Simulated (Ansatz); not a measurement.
Values for one crystal, relaxed and computed with the program Ansatz at the PBE level (PAW); other levels are named.

Volume per atom: 15.12 Å³
Electronic character: metallic (no gap)
Formation energy from the elements (no fitted shifts): 0.088 eV/atom
Density of states at the Fermi level: 1.1 states/eV per atom (mean over ±0.08 eV)

Which of these materials gives this?
(A) Cu3Au, Cu3Au type
(B) Al2Pt, fluorite or antifluorite type
(C) ScAl3, Cu3Au type
(D) CoPtAu, P3m1 (Co on 1a, Pt on 1b, Au on 1c)

D, CoPtAu, P3m1 (Co on 1a, Pt on 1b, Au on 1c)

The start of the workflow was typed in or built on a structure type; neither database checked (COD, Materials Project) lists it. Whether it is the stable phase at ambient conditions was not checked. The PBE relaxation kept the symmetry of its start; whether a distortion lowers the energy is not shown. The final state is ferromagnetic, the only order run, not a proven ground state. The references are the lowest solids computed at this level, not always the standard phases. Spin–orbit coupling is left out wherever it is not named.

Potentials: the later of the program's two PAW sets.
